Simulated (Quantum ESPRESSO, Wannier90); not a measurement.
# Wannierisation of Pt (fcc (Cu type))

Cell from Materials Project (mp-126), symmetrised, no further relaxation. This is the element's usual structure. Method: PBEsol plane waves in Quantum ESPRESSO 7.5 (PseudoDojo norm-conserving files, 68 Ry, no spin polarisation, no spin-orbit coupling), Bloch states on a 12×12×12 mesh through Γ, Wannier90 4.0.1. Density: 18×18×18 mesh, cold smearing 0.01 Ry. Spin-orbit coupling is left out although heavy elements are present.

```
begin unit_cell_cart
ang
    0.0000000000    1.9715750000    1.9715750000
    1.9715750000    0.0000000000    1.9715750000
    1.9715750000    1.9715750000    0.0000000000
end unit_cell_cart
mp_grid = 12 12 12
```

Q: Which shells of neighbouring k-points and which b-vectors and weights does Wannier90 pick for this cell and mesh?

A: 
```
 *---------------------------------- K-MESH ----------------------------------*
 +----------------------------------------------------------------------------+
 |                    Distance to Nearest-Neighbour Shells                    |
 |                    ------------------------------------                    |
 |          Shell             Distance (Ang^-1)          Multiplicity         |
 |          -----             -----------------          ------------         |
 |             1                   0.229994                      8            |
 |             2                   0.265574                      6            |
 |             3                   0.375578                     12            |
 |             4                   0.440404                     24            |
 |             5                   0.459987                      8            |
 |             6                   0.531148                      6            |
 |             7                   0.578805                     24            |
 |             8                   0.593841                     24            |
       ... (lines left out)
 +----------------------------------------------------------------------------+
 | The b-vectors are chosen automatically                                     |
 | The following shells are used:                       1                     |
 +----------------------------------------------------------------------------+
 |                        Shell   # Nearest-Neighbours                        |
 |                        -----   --------------------                        |
 |                          1               8                                 |
 +----------------------------------------------------------------------------+
 | Completeness relation is fully satisfied [Eq. (B1), PRB 56, 12847 (1997)]  |
 +----------------------------------------------------------------------------+
 |                  b_k Vectors (Ang^-1) and Weights (Ang^2)                  |
 |                  ----------------------------------------                  |
 |            No.         b_k(x)      b_k(y)      b_k(z)        w_b           |
 |            ---        --------------------------------     --------        |
 |             1         0.132787    0.132787   -0.132787     7.089235        |
 |             2         0.132787   -0.132787    0.132787     7.089235        |
 |             3        -0.132787    0.132787    0.132787     7.089235        |
 |             4         0.132787    0.132787    0.132787     7.089235        |
 |             5        -0.132787   -0.132787    0.132787     7.089235        |
 |             6        -0.132787    0.132787   -0.132787     7.089235        |
 |             7         0.132787   -0.132787   -0.132787     7.089235        |
 |             8        -0.132787   -0.132787   -0.132787     7.089235        |
```
